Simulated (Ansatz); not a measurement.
MgZn3S4 in space group Pm (No. 6; Pearson symbol mP8), plane-wave PAW PBEsol (Ansatz code), all energies at zero smearing, with the estimated change up to a 700 eV cutoff added, with one set of potentials and settings (totals compare only within such a set). Cell of 8 atoms (1 Mg, 3 Zn, 4 S): -15301.997 eV.

| element | reference phase | E (eV/atom) |
|---|---|---|
| Mg | P6_3/mmc, 2 atoms in the cell | -1912.0511 |
| Zn | P6_3/mmc, 2 atoms in the cell | -3280.9077 |
| S | Fddd, 32 atoms in the cell | -884.8920 |

Formation energy per atom, worked out: (-15301.997 − 1×(-1912.0511) − 3×(-3280.9077) − 4×(-884.8920))/8 = -0.957 eV/atom (-92 kJ per mol of atoms), at 0 K, without zero-point energy or fitted corrections.

The first step of the workflow began from a Materials Project structure, measured or hypothetical; the Crystallography Open Database copy checked does not list it. With Mg and Zn taken as one species the cell has the higher symmetry P6_3mc, so it may be an ordered model of a mixed-site phase. Its standing as an ambient phase is unchecked. The cell was relaxed with PBEsol under the symmetry of its start; of distortions, only those at the zone centre were tested. The references are the lowest solids computed at this level, not always the standard phases.

Potentials: the later of the program's two PAW sets.
